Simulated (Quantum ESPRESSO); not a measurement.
Field gradients of KNa3F4 from the PAW reconstruction of the field gradient on a scalar-relativistic PBE ground state (a modified build of Quantum ESPRESSO, JTH datasets), 30 Ha, k-mesh 5×5×5 through Γ:

```xyz
8
Lattice="4.9221 0.0000 0.0000 0.0000 4.9221 0.0000 0.0000 0.0000 4.9221" Properties=species:S:1:pos:R:3 pbc="T T T"
K      0.0000     0.0000     0.0000
F      2.4611     0.0000     0.0000
Na     0.0000     2.4611     2.4611
F      2.4611     2.4611     2.4611
Na     2.4611     0.0000     2.4611
F      0.0000     0.0000     2.4611
Na     2.4611     2.4611     0.0000
F      0.0000     2.4611     0.0000
```
The cell was made here from a computed Materials Project entry: one of 4 Na replaced by K, cell and atoms relaxed (PBE without dispersion, pw.x of Quantum ESPRESSO, symmetry kept). The parent is NaF in Fm-3m. The swapped cell is a model, not a known phase. Stability against distortions was not tested.

Vzz is the sum of three terms, each taken along its main axis: the smooth valence density, the ions (nucleus and frozen core) with the augmentation charges of all other spheres, and the all-electron minus smooth density in the atom's own sphere. The split hangs on the datasets.  Cores are frozen. Against all-electron runs on small test molecules, this scheme's |Vzz| missed by −6 to +4 % (−29 % in KF) on F.

```json
[
 {"site": "F1 (atoms 2, 6, 8)", "smooth valence density": "-0.172", "ions and other spheres": "0.122", "own sphere": "…", "Vzz (a.u.)": "…"}
]
```

### Question
Some entries are withheld; supply them.

### Answer

- F1 (atoms 2, 6, 8), own sphere: -0.304
- F1 (atoms 2, 6, 8), Vzz (a.u.): -0.354
